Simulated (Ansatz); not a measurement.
Rb3NaW2O8 in space group P-3m1 (No. 164; Pearson symbol hP14), the program Ansatz at the r²SCAN level (PAW). The conduction-band minimum lies at Γ, with 1 equivalent valley. Second derivatives d²E/dk² of the lowest band at one valley (eV·Å²), along Cartesian directions:

```json
[
 {"direction": "[100]", "d²E/dk²": "14.80"},
 {"direction": "[010]", "d²E/dk²": "14.80"},
 {"direction": "[001]", "d²E/dk²": "11.50"},
 {"direction": "[110]", "d²E/dk²": "14.80"},
 {"direction": "[101]", "d²E/dk²": "13.15"},
 {"direction": "[011]", "d²E/dk²": "13.15"}
]
```

Question: Find the principal effective masses, the density-of-states mass and the conductivity mass.

Answer: Off-diagonal terms follow from H_xy = H[110] − (H_xx + H_yy)/2, and m*/mₑ = 7.620 eV·Å² over each eigenvalue: 0.51, 0.51, 0.66. One valley's DOS mass (m₁m₂m₃)^(1/3) = 0.56, conductivity mass 3/(Σ 1/mᵢ) = 0.56 mₑ.

Question: What effective density of states Nc follows at 300 K for parabolic valleys?

Answer: Nc = 2.509e19 × 1 × (0.56)^(3/2) ≈ 1.1e19 cm⁻³.

The workflow started from a Materials Project entry (that database holds measured and hypothetical structures alike); the Crystallography Open Database copy checked does not list it. Whether it is the stable phase at ambient conditions was not checked. Symmetry was held in the r²SCAN relaxation; its stability against distortions is not shown here. The run is not spin-polarised. No Hubbard U is applied. Scalar-relativistic: spin–orbit coupling is off unless named, which matters more the heavier the elements.

Potentials: the later of the program's two PAW sets.

Edges and masses are those of Kohn–Sham bands, whose gap is no quasiparticle gap.
